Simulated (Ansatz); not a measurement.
An Ansatz input:

```yaml
crystal:
  lattice:
    - [2.4693160359, 0.0, 0.0]
    - [-1.234658018, 2.1384904171, 0.0]
    - [0.0, 0.0, 8.8333159056]
  atoms:
    - { symbol: Cr, position: [0.0, 0.0, 1.0], spin: 1.5 }
    - { symbol: Cr, position: [0.0, 1.0, 0.5], spin: 1.5 }
    - { symbol: Cr, position: [0.3333333333, 0.6666666667, 0.25], spin: 1.5 }
    - { symbol: Cr, position: [0.6666666667, 0.3333333333, 0.75], spin: 1.5 }
hamiltonian:
  xc: mr2scan
  pseudopotentials:
    kind: paw
    azcp:
      Cr: "pseudopotentials/Cr.paw.azcp"
basis:
  ecutwfc: 500
  fft_grid_basis: typed
kpoints:
  mp_grid: { grid: [16, 16, 4], shift: [0, 0, 0] }
magnetization:
  spin_polarized: true
scf:
  occupations: { method: fermi_dirac, width: 0.05 }
  lower_state_search: "off"
output:
  stress: true
```

Output

```
Engine: ansatz 0.2.0, x86_64-unknown-linux-gnu
Pseudopotentials: kind: paw
Pseudopotential: Cr, paw, valence charge 14, recommended cutoff 500 eV (meta_gga) 
Functional definition: m-r2SCAN
  exchange = m_r2scan_x
  correlation = m_r2scan_c
Crystal: 4 atoms, lattice volume = 46.645 Å³
Basis set: ecut = 500 eV, 1203 PW (Γ), exchange–correlation on 80×80×288 points (64 copies of the dense FFT grid, shifted against one another)
Bands: 38, of which v1, the nominal top of the filled ones, is band 28 counted from 1 (27 counted from 0)
Symmetry: 24 space group operations
Space group: P63/mmc (ITA 194), of the structure as read, at distance tolerance 3.6e-5 Å
Magnetic group: BNS 194.263 (UNI 1493), of the structure as read, at distance tolerance 3.6e-5 Å
k-points: 90 of 1024
Non-local potential: Cr, projectors of the file, l = 0: 3, l = 1: 2, l = 2: 3, l = 3: 1
PAW form: soft (Blöchl's): semilocal exchange-correlation on the pseudo side does not see the compensation charge
PAW frozen core: Cr, regenerated for the run's functional (the file was generated under x = pbe(κ = 0.804, μ = 0.2195149727645171), c = pbe(β = 0.06672455060314922))
PAW one-centre angular grid: Cr, 590 points (default); XC on 160 Gauss nodes
Initial density: superposition of atomic densities (chi_scale 0.1, normalization cell)
Starting moments: Σ|m| = 6 μB on 4 of 4 sites
Initial wavefunctions: pseudopotential atomic-orbital guess
Functional: x = mr2scan, c = mr2scan; τ floored in thin density (d = 2e-4 eV/Å³)
SCF iter   1: F=-13517.237879 eV  HF=-13531.999735 eV  |F-HF|=1.48e1  |Δ(HF+E_count)|=         —  Δρ=2.04e-1 (↑2.04e-1 ↓5.27e-2)  dr2=2.04e1  dr2_τ=1.77e-1  dr2_m=3.80e0  M=2.832 μB ∫|m|=2.832 μB  β_m=0.30  ethr=3.10e-3  ⟨swp⟩=3.6  Hψ=21469  notcnv=0  defer=3
SCF iter   2: F=-13525.367080 eV  HF=-13527.904871 eV  |F-HF|=2.54e0  |Δ(HF+E_count)|=    4.09e0  Δρ=1.19e-1 (↑1.19e-1 ↓3.85e-2)  dr2=5.67e0  dr2_τ=1.14e-1  dr2_m=1.84e0  M=2.736 μB ∫|m|=2.736 μB  β_m=0.30  ethr=3.10e-3  ⟨swp⟩=2.2  Hψ=14855  notcnv=0  defer=351  κ⁻¹=1.0e0(r=1)
SCF iter   3: F=-13527.235776 eV  HF=-13527.429974 eV  |F-HF|=1.94e-1  |Δ(HF+E_count)|=   4.75e-1  Δρ=5.27e-2 (↑5.27e-2 ↓5.09e-2)  dr2=7.19e-1  dr2_τ=4.53e-2  dr2_m=9.68e-1  M=2.596 μB ∫|m|=2.596 μB  β_m=0.30  ethr=3.10e-3  ⟨swp⟩=2.6  Hψ=14299  notcnv=0  defer=334  κ⁻¹=3.7e-2(r=2)
SCF iter   4: F=-13527.240304 eV  HF=-13527.603900 eV  |F-HF|=3.64e-1  |Δ(HF+E_count)|=   1.74e-1  Δρ=4.80e-2 (↑4.80e-2 ↓4.49e-2)  dr2=7.61e-1  dr2_τ=3.17e-2  dr2_m=7.51e-1  M=2.214 μB ∫|m|=2.214 μB  β_m=0.30  ethr=1.28e-3  ⟨swp⟩=2.5  Hψ=10165  notcnv=0  defer=305  κ⁻¹=2.1e-3(r=3)
SCF iter   5: F=-13527.802378 eV  HF=-13527.716952 eV  |F-HF|=8.54e-2  |Δ(HF+E_count)|=   1.13e-1  Δρ=4.30e-2 (↑2.77e-2 ↓4.30e-2)  dr2=1.10e-1  dr2_τ=1.63e-2  dr2_m=5.26e-1  M=1.934 μB ∫|m|=1.934 μB  β_m=0.30  ethr=1.28e-3  ⟨swp⟩=2.8  Hψ=11410  notcnv=0  defer=304  κ⁻¹=1.1e-4(r=4)
SCF iter   6: F=-13527.887901 eV  HF=-13527.777691 eV  |F-HF|=1.10e-1  |Δ(HF+E_count)|=   6.07e-2  Δρ=3.23e-2 (↑3.08e-2 ↓3.23e-2)  dr2=2.36e-3  dr2_τ=1.20e-2  dr2_m=4.23e-1  M=1.638 μB ∫|m|=1.639 μB  β_m=0.30  ethr=1.97e-4  ⟨swp⟩=2.2  Hψ=11216  notcnv=0  defer=293  κ⁻¹=1.3e-5(r=5)
SCF iter   7: F=-13527.913776 eV  HF=-13527.840975 eV  |F-HF|=7.28e-2  |Δ(HF+E_count)|=   6.33e-2  Δρ=2.94e-2 (↑2.43e-2 ↓2.94e-2)  dr2=1.37e-2  dr2_τ=8.15e-3  dr2_m=3.07e-1  M=1.426 μB ∫|m|=1.426 μB  β_m=0.30  ethr=4.21e-6  ⟨swp⟩=2.0  Hψ=13328  notcnv=0  defer=289  κ⁻¹=3.5e-6(r=6)
SCF iter   8: F=-13527.939146 eV  HF=-13527.883085 eV  |F-HF|=5.61e-2  |Δ(HF+E_count)|=   4.21e-2  Δρ=2.33e-2 (↑2.29e-2 ↓2.33e-2)  dr2=5.72e-4  dr2_τ=5.80e-3  dr2_m=2.28e-1  M=1.232 μB ∫|m|=1.232 μB  β_m=0.30  ethr=4.21e-6  ⟨swp⟩=2.0  Hψ=13823  notcnv=0  defer=287  κ⁻¹=9.8e-7(r=7)
...
iter 25 did not close the SCF: its close was put off for a magnetic moment that had not settled (scf_convergence_deferred on its scf_iter line)
SCF iter  25: F=-13528.004252 eV  HF=-13528.004251 eV  |F-HF|=1.45e-8  |Δ(HF+E_count)|=   3.37e-8  Δρ=6.59e-7 (↑4.97e-7 ↓6.59e-7)  dr2=2.85e-11  dr2_τ=3.10e-12  dr2_m=1.33e-10  M=-0.000 μB ∫|m|=0.000 μB  β_m=1.20  ethr=1.00e-12  ⟨swp⟩=1.0  Hψ=19688  notcnv=0  κ⁻¹=2.6e-6(r=8)
SCF iter  26: F=-13528.004252 eV  HF=-13528.004252 eV  |F-HF|=7.75e-10  |Δ(HF+E_count)|=   1.59e-8  Δρ=1.79e-7 (↑1.24e-7 ↓1.79e-7)  dr2=3.14e-12  dr2_τ=2.51e-13  dr2_m=8.18e-12  M=-0.000 μB ∫|m|=0.000 μB  ethr=1.00e-12  ⟨swp⟩=1.0  Hψ=19408  notcnv=0
WARN: the starting moments were not kept: the SCF closed with an absolute magnetisation of 3.5e-5 μB, where they sum to 6 μB in size (4 sites). That is at most 0.1 of that sum. Measured as dr2_m measures the in/out step, that magnetisation stands 4.1e-10 eV from none, at or under the dr2_threshold of 1.0e-7 eV: it is no larger than a step whose dr2_m would equal this threshold. The system may hold no moment; this SCF shows only that its start led to no more than that. To try another start: raise the starting moments (crystal.atoms[].spin, magnetization.per_species, magnetization.initial_magnetization, or on a non-collinear deck that types none of these the spinor_matrix: blocks that start its atoms; where the total moment is fixed, keep their sum and leave initial_magnetization as it is; typed ones take the place of any that the run laid by itself, positive ones on a crystal's lanthanoids without a Hubbard term where scf.initial_density.shell_occupations: [] is typed) or, if the notice of its spin-set hold's release reads "site moments contracting" or "site moments show no strong build", lengthen the hold (scf.mixing.spin_hold: { on: { confirm: 4 } }; for m-r²SCAN on two components see the key's manual first). Each may lead to a state that holds a moment. A second SCF, from the converged charge density, with the starting moments and any scf.initial_density.shell_occupations laid on it anew, would have followed, and was not run: the deck does not ask for one (magnetization.retry_lost_moments is false, the default). To let it run, set magnetization.retry_lost_moments: true and run the deck again, where that key's refused combinations let it; where memory then withholds it, that run's warning says so.
SCF 1 converged in 26 iterations: F = -13528.004252 eV  dr2 = 3.14e-12
this state was not tested for a lower state beside it, because the mixer in use, unlike msr1, does not test its closes by its own steps (another_mixer; see scf.mixing.algorithm and scf.lower_state_search)
SCF converged after 26 iterations
Magnetization: -0.0000 μB (28.0000 up, 28.0000 down)
Absolute magnetization: 0.0000 μB (∫|ρ↑−ρ↓|, with the PAW one-centre terms)
Spin contamination: 0.0000 ħ² per cell (⟨S²⟩ above its minimum at these occupations)
Per-site moments (μB) at R_I (Å): [(1.5440363420540484e-6, 1.0185928648178746), (1.5440363420006864e-6, 1.0185928648178746), (-1.2633747620252455e-5, 1.0185928648178746), (-1.2633747620402456e-5, 1.0185928648178746)]
Free energy (F): -13528.004252 eV
Harris-Foulkes:  -13528.004252 eV  (|F-HF|=7.75e-10)
Internal energy: -13527.960163 eV  (E = F + TS)
E sigma→0 (E₀):  -13527.982207 eV
Entropy (-TS):   -0.044089 eV (-11.022 meV/atom)
Fermi energy:    19.008041 eV
--- Per-component energies (eV) ---
  E_band       = -652.441619
  E_kinetic    = 1376.037298
  E_local      = -4751.687982  (includes V_loc(G=0)·N_el)
  E_nonlocal   = 316.817105
  E_hartree    = 2073.670420
  E_xc         = -551.609094
  E_vxc        = -802.901946  (∫ρ·V_xc dr)
  E_paw        = -4809.882963  (= ΣΔE_a)
  E_vpaw       = -988.819643  (= ΣTr[D̂ρ^β])
  E_aug_tail   = 0.000921  (compensation charges beyond the density's cutoff)
  E_vtau       = 50.771701  (kinetic-family band-sum trace: ∫τ·v_τ [+ j·A + Jᵃ·Aᵃ] dr)
  E_ewald      = -7180.216558
  E_core_change = -1.089309  (= ΣΔE_core)
  E_smearing   = -0.044089  (= −TS)
  E_closure    = 0.000000  (closes the sum)
  Σ components = -13528.004252   (vs F -13528.004252, Δ=0.00e0)
--- Stress (GPa, compression-positive) ---
       -0.243795       0.000000       0.000000
        0.000000      -0.243795       0.000000
        0.000000       0.000000       0.741677
  P = ⅓ Tr σ = 0.0847 GPa (0.847 kbar)
```
